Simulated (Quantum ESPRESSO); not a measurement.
# Computed NMR tensors in SrO

```yaml
crystal:
  lattice:
    - [0.00000, 2.58066, 2.58066]
    - [2.58066, 0.00000, 2.58066]
    - [2.58066, 2.58066, 0.00000]
  atoms:
    - { symbol: Sr, position: [0.00000, 0.00000, 0.00000] }
    - { symbol: O, position: [0.50000, 0.50000, 0.50000] }
```
The cell was made here from an entry of the Crystallography Open Database (unchecked): atoms relaxed with PBE in the measured cell (PBE without dispersion, pw.x of a modified build of Quantum ESPRESSO, symmetry kept).  Stability against distortions was not tested.

These are absolute shieldings with no macroscopic susceptibility term; δ = σ_ref − σ needs a reference computed alike. By our sweeps, such settings leave a few ppm in absolute σ on light atoms and up to some 20 ppm from Zn on. No spin–orbit coupling; Sr is the heaviest element present. Static lattice: thermal averaging is not included.

### Question
What do the calculations give at each independent site (shieldings by GIPAW with PBE in Quantum ESPRESSO, on JTH PAW datasets, 22.5 Ha, k-mesh 6×6×6 shifted, f-sum rule met within 0.003 %)?

### Answer
```json
[
 {"site": "Sr (atom 1)", "site symmetry": "m-3m", "σ_iso (ppm)": "2620"},
 {"site": "O (atom 2)", "site symmetry": "m-3m", "σ_iso (ppm)": "-217"}
]
```
